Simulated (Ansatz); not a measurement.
Input:

Relaxed CdSe (zinc blende):

```xyz
2
Lattice="0.0000 3.0409 3.0409 3.0409 0.0000 3.0409 3.0409 3.0409 0.0000" Properties=species:S:1:pos:R:3 pbc="T T T"
Se     4.5614     4.5614     4.5614
Cd     0.0000     0.0000     0.0000
```

In this cell atom 2 (Cd, nearest neighbour Se at 2.634 Å; its periodic images, 4.3 Å or more away, move with it) is moved by s along Cartesian z, unit vector (0.000, 0.000, 1.000); all other atoms and the cell stay fixed.

All values below come from PBEsol (plane waves to 420 eV, PAW, scalar-relativistic; Ansatz, a quantum-chemistry and plane-wave program). k mesh 8×8×8 (Γ-centred), Fermi-Dirac smearing 0.05 eV. E stands for the smeared free energy. CdSe was relaxed with its symmetry unable to fall. The zero of ΔE is the undisplaced structure.

The scan covers s from -0.790 to 0.790 Å in 11 points.

Problem. Is the energy the same for equal positive and negative displacements?

Solution. Even: the same for both signs. With its periodic images moving along, the atom's site symmetry in this cell is -43m.

Problem. What is the energy change at s = 0.790 Å?

Solution. 1251 meV/cell.

Problem. What force acts on the atom along the line at s = -0.790 Å?

Solution. 2.65 eV/Å.

Problem. What is the force constant k = d²E/ds² of this move at s = 0?

Solution. 4.73 eV/Å².

Problem. With two atoms in the cell this is the zone-centre optical mode. What wavenumber follows (transverse: no LO-TO term)?

Solution. 167 cm⁻¹.

(For displaced atoms, the force is minus the slope of the energy, and its curvature is a force constant, which sets phonon frequencies.)
